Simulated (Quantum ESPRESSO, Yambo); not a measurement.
**G0W0 results for MoS₂**

```
MoS2
1.0
    3.19224     0.00000     0.00000
   -1.59612     2.76456     0.00000
    0.00000     0.00000    13.37829
S Mo
4 2
Direct
  0.66667   0.33333   0.63308
  0.33333   0.66667   0.36692
  0.33333   0.66667   0.13308
  0.66667   0.33333   0.86692
  0.66667   0.33333   0.25000
  0.33333   0.66667   0.75000
```

The geometry is that of Materials Project entry mp-2815, symmetrised and not relaxed again.

Starting point: PBEsol (Quantum ESPRESSO, PseudoDojo norm-conserving, 80 Ry, scalar-relativistic). G0W0 in Yambo: 6×6×1 Γ-centred k mesh, bands 3 to 221 and a 8 Ry block in the screening, 221 bands in G with the Bruneval-Gonze terminator, plasmon pole fitted at 27.2 eV.

```json
{
 "PBEsol gap along the band path": "1.20 eV",
 "PBEsol gap between the mesh's edge points (Γ → K)": "1.20 eV",
 "G0W0 gap between the same points": "1.79 eV",
 "PBEsol smallest direct gap on the mesh (at K)": "1.62 eV",
 "G0W0 direct gap at that point": "2.14 eV"
}
```

| k point | band | E PBEsol (eV) | E QP (eV) | shift (eV) | Z |
|---|---|---|---|---|---|
| Γ | VB | 0.00 | -0.12 | -0.12 | 0.78 |
| Γ | CB | 2.30 | 2.60 | 0.30 | 0.78 |
| M | VB | -1.06 | -1.30 | -0.24 | 0.78 |
| M | CB | 1.77 | 2.33 | 0.56 | 0.77 |
| K | VB | -0.42 | -0.46 | -0.04 | 0.78 |
| K | CB | 1.20 | 1.68 | 0.47 | 0.78 |

Energies count from the PBEsol valence-band maximum.

Nearest settings tried, and what they do to the gap: 143 bands in G: +1 meV; 143 bands in W, 143 bands in G: +8 meV; 7 Ry block (279 vectors against 317): -7 meV; 3×3×1 mesh: +135 meV. So the settings aren't converged at that level.

Spin-orbit splittings are left out.

The distance between layers or molecules is the database entry's, not relaxed here. Functionals without dispersion can leave it too large, which widens gaps and weakens the response across layers: the numbers belong to this cell.
